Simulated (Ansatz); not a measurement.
MoS2 in space group R3m (No. 160; Mo on 3a, S on 3a, S on 3a), PBE+D3(BJ) (plane waves, PAW; program Ansatz). The conduction-band minimum lies on the Γ–S0 line, 54 % of the way from Γ, with 6 equivalent valleys. Second derivatives d²E/dk² of the lowest band at one valley (eV·Å²), along Cartesian directions:

```csv
direction,d²E/dk²
[100],10.40
[010],11.58
[001],15.30
[110],9.990
[101],12.41
[011],13.20
```

Problem. Find the principal effective masses, the density-of-states mass and the conductivity mass.

Solution. Off-diagonal terms follow from H_xy = H[110] − (H_xx + H_yy)/2, and m*/mₑ = 7.620 eV·Å² over each eigenvalue: 0.50, 0.63, 0.78. One valley's DOS mass (m₁m₂m₃)^(1/3) = 0.62, conductivity mass 3/(Σ 1/mᵢ) = 0.61 mₑ.

Problem. What effective density of states Nc follows at 300 K for parabolic valleys?

Solution. Nc = 2.509e19 × 6 × (0.62)^(3/2) ≈ 7.4e19 cm⁻³.

The cell was relaxed with PBE+D3(BJ) under the symmetry of its start. No spin polarisation was allowed. Spin–orbit coupling is left out wherever it is not named.

Potentials: the earlier of the program's two PAW sets.

Edges and masses are those of Kohn–Sham bands, whose gap is no quasiparticle gap.
